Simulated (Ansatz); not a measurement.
System: Tl₂Ga (fluorite prototype, strained and with displaced atoms), 3 atoms in the cell.

Computed with PBE, all-electron LAPW, point nucleus in Ansatz 0.2.0 development build.

k-mesh 2×2×2 shifted by (0.5, 0.5, 0.5) steps; Fermi–Dirac smearing of 0.15 eV; no spin polarisation; no spin–orbit coupling.

```
CELL_PARAMETERS angstrom
-3.27464 -0.14363 3.02124
0.15333 3.11717 3.03094
-3.13135 2.96417 -0.00033
ATOMIC_POSITIONS crystal
Ga 0.39488 0.95058 0.11727
Tl 0.63572 0.20725 0.37655
Tl 0.10557 0.74102 0.84957
```

(1) What pressure does the calculation give?

(2) Which atom feels the largest force? Give all forces.

## Answers

(1) The pressure is 30.09 GPa, so at these settings the cell is compressed and would expand.

(2) Tl3, 1.667 eV/Å.

| atom | Fx (eV/Å) | Fy (eV/Å) | Fz (eV/Å) |
| --- | --- | --- | --- |
| Ga1 | 0.686 | 0.214 | -0.179 |
| Tl2 | 0.617 | 0.035 | 1.188 |
| Tl3 | -1.303 | -0.249 | -1.009 |

The k-mesh is coarse, so these values belong to this mesh and can lie far from the converged ones. The elements were drawn onto a prototype; most such cells aren't known phases. Spin–orbit coupling is left out, which matters for 6p elements such as Tl, Pb and Bi.
